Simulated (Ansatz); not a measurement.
LaAl₃As₂H₆O₁₄: do the settings matter for the field gradients?

Cell: a COD entry, ions relaxed with PBE at fixed cell.

```cif
data_LaAl3As2H6O14
_symmetry_space_group_name_H-M 'R-3m:H'
_symmetry_Int_Tables_number 166
_cell_length_a 7.0316
_cell_length_b 7.0316
_cell_length_c 16.5151
_cell_angle_alpha 90.000
_cell_angle_beta 90.000
_cell_angle_gamma 120.000
loop_
_atom_site_label
_atom_site_type_symbol
_atom_site_symmetry_multiplicity
_atom_site_Wyckoff_symbol
_atom_site_fract_x
_atom_site_fract_y
_atom_site_fract_z
La La 3 a 0.0000 0.0000 0.0000
Al Al 9 d 0.8333 0.6667 0.1667
H H 18 h 0.8684 0.1316 0.4511
As As 6 c 0.0000 0.0000 0.3165
O13 O 6 c 0.0000 0.0000 0.5818
O15 O 18 h 0.8693 0.1307 0.2795
O21 O 18 h 0.7904 0.2096 0.4705
```

One atom of each set is listed; the run and its k-mesh use a cell of 26 atoms with edges of 6.84, 6.84, 6.84 Å.

Reference run. All values are calculated (Ansatz; DFT, PBE, plane waves and PAW, scalar-relativistic, 420 eV cutoff, Γ-centred 4×4×4 k-points, Fermi–Dirac smearing 0.02 eV), not measured.

Q: The input is changed as follows: `scf.occupations.method`: fermi_dirac → gaussian; `scf.occupations.width`: 0.02 → 0.2; `kpoints.mp_grid.grid`: [4, 4, 4] → [2, 2, 2]; `scf.occupations.width`: 0.2 → not typed; `scf.occupations.method`: gaussian → tetrahedron_uncorrected. What happens to V_zz (10²¹ V/m²) and η?

A: 

```tsv
site	V_zz reference	η reference	V_zz changed	η changed
La	0.17	0.00	0.22	0.00
Al	0.95	0.10	0.95	0.10
H	2.77	0.06	2.77	0.06
As	-4.14	0.00	-4.12	0.00
O13	13.01	0.00	13.01	0.00
O15	12.73	0.47	12.72	0.46
O21	8.92	0.69	8.92	0.68
```

The largest change of V_zz is on La, from 0.17 to 0.22. In per cent, |V_zz| changes by 0 on Al, 0 on H, -1 on As, 0 on O (all sites that start above 0.5). New warnings: band table not solved further. In the changed run the k-mesh is coarser than the standard one, so its values aren't converged ones.

On the reference run: At this cell the PBE pressure is 5 GPa, so with PBE the cell would grow if it were relaxed. Without spin–orbit coupling (the program notes it for La) the gradients are little affected as a rule: paired runs on crystals with a gap mostly move them by under 2 % at such atoms. The entry's hydrogen positions were far off; the other atoms hardly move on relaxation.
